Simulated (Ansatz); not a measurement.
MoPt (rock salt, space group No. 225) under volume change, plane-wave PAW r²SCAN (Ansatz code), scaled uniformly.

| V (Å³/atom) | E − E(relaxed) (meV/atom) | P (GPa) |
|---|---|---|
| 16.146 | 114.0 | 24.98 |
| 16.678 | 47.7 | 15.22 |
| 17.211 | [?] | [?] |
| 17.743 | 0.0 | 0.00 |
| 18.275 | 10.0 | -5.88 |
| 18.807 | 38.0 | -10.83 |
| 19.340 | [?] | [?] |

**Question.** Complete the blanks.

**Answer.** 
- 17.211, E − E(relaxed) (meV/atom): 11.3
- 17.211, P (GPa): 6.97
- 19.340, E − E(relaxed) (meV/atom): 81.2
- 19.340, P (GPa): -15.00

**Question.** What does a third-order Birch–Murnaghan fit give for V₀, B₀ and B′?

**Answer.** V₀ = 17.74 Å³/atom, B₀ = 213 GPa, B′ = 4.6.

Space group Fm-3m (rock salt). The start of the workflow was typed in or built on a structure type; neither database checked (COD, Materials Project) lists it. Whether it is the stable phase at ambient conditions was not checked. The cell was relaxed with r²SCAN under the symmetry of its start; whether a distortion lowers the energy is not shown. The run is not spin-polarised. The volume moved by 16 % from the start of the relaxation. Its formation energy is positive at this level, so the cell may be metastable or incomplete. Scalar-relativistic: spin–orbit coupling is off unless named, which matters more the heavier the elements.

Potentials: the earlier of the program's two PAW sets.
